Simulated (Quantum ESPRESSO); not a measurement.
# Kohn-Sham bands of TlCl (CsCl type)

```
TlCl
1.0
    3.83747     0.00000     0.00000
    0.00000     3.83747     0.00000
    0.00000     0.00000     3.83747
Tl Cl
1 1
Direct
  0.00000   0.00000   0.00000
  0.50000   0.50000   0.50000
```

Materials Project entry mp-23167; symmetrised, unrelaxed at this level. COD (Crystallography Open Database) has an entry of this formula and space group (matched by these alone). Computed values, not measurements, from LDA: Quantum ESPRESSO (norm-conserving PseudoDojo potentials, cutoff 50 Ry, no spin polarisation, no spin-orbit coupling) on a Γ-centred 8×8×8 mesh, then Wannier90. Density: 8×8×8 mesh, cold smearing 0.01 Ry. Spin-orbit coupling is left out although heavy elements are present.

Energies are relative to the valence-band maximum; weights are on the orthonormalised atomic waves of the pseudopotential files, averaged over the group. 20 electrons a cell are treated as valence.

Q: Into which isolated groups do the bands fall, where do they lie and what are they made of?

A: 
| bands | from (eV) | to (eV) | filling | weight on atomic waves |
|---|---|---|---|---|
| 1 | -13.66 | -13.09 | filled | Cl 3s 90 %, Tl 6p 8 % |
| 2–6 | -9.86 | -9.53 | filled | Tl 5d 99 % |
| 7–10 | -5.55 | 0.00 | filled | Cl 3p 67 %, Tl 6s 23 %, Tl 6p 9 % |

The Kohn-Sham gap over both meshes and the path is 1.87 eV.
